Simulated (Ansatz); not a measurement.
The cell below belongs to a search over invented structures; it isn't taken from experiment.

Input and command of a plane-wave DFT calculation in Ansatz:

```yaml
crystal:
  lattice:
    - [-2.5684291, 2.5684291, 6.84456227]
    - [2.5684291, -2.5684291, 6.84456227]
    - [2.5684291, 2.5684291, -6.84456227]
  atoms:
    - { symbol: Pb, position: [0.0, 0.0, 0.0] }
    - { symbol: I, position: [0.375, 0.375, 0.0] }
    - { symbol: I, position: [0.625, 0.625, 0.0] }
    - { symbol: Cl, position: [0.75, 0.25, 0.5] }
    - { symbol: Cl, position: [0.25, 0.75, 0.5] }
basis:
  ecutwfc: 420
kpoints:
  mp_grid: { grid: [6, 6, 6] }
hamiltonian:
  xc: pbe
scf:
  occupations: { method: gaussian, width: 0.1 }
  lower_state_search: "off"
output:
  forces: true
  stress: true
  eigenvalues: true
relax:
  adjacent_minimum: "off"
  f_tol: 0.04
  max_steps: 70
  cell: { stress_tol: 0.4 }
```

```bash
ansatz run input.yaml --threads 1 --pin off --max-ram 2560MiB --backend cpu --events-out ev --progress --plain --runs-dir out
```

Processor: Intel(R) Xeon(R) Platinum 8488C (Sapphire Rapids), 1 thread, on a host shared with other jobs.

Estimate time, memory and problem size.

About 5.2 min, peak memory 0.6 GiB. It solves 38 bands at 30 k points (after reduction by symmetry) with about 3645 plane waves (on the last cell), in 165 SCF iterations over 23 ionic steps.
